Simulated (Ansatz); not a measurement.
Values for one crystal, relaxed and computed with DFT-PBEsol in the program Ansatz with PAW potentials; other levels are named.

| Item | Value |
|---|---|
| Volume per atom | 16.69 Å³ |
| Electronic character | metallic (no gap) |
| Density of states at the Fermi level | 0.52 states/eV per atom (mean over ±0.08 eV) |
| Elastic constants (relaxed ions, GPa) | C11 = 204, C12 = 118, C44 = 79.7 |
| Mechanical stability | stable (all eigenvalues of C positive) |
| Hill bulk and shear moduli | 147 and 62.3 GPa |
| Gap with spin–orbit coupling | none (metallic) |

**Question.** Which compound is it?
A. YPd3, Cu3Au type
B. AlOs, CsCl type
C. AlRu, R-3m (Al on 3a, Ru on 3b)
D. TiPt3, Cu3Au type

**Answer.** A, YPd3, Cu3Au type

Space group Pm-3m (Cu3Au type). The first step of the workflow began from a Materials Project structure, measured or hypothetical; the Crystallography Open Database files this formula in space group No. 221, but the cells were not matched. Its standing as an ambient phase is unchecked. The PBEsol relaxation kept the symmetry of its start; of distortions, only those at the zone centre were tested. The run is not spin-polarised. As this level gives no gap, shear constants depend on the k-mesh and smearing (Fermi–Dirac, 0.1 eV here). Scalar-relativistic: spin–orbit coupling is off unless named, which matters more the heavier the elements.

Potentials: the later of the program's two PAW sets.
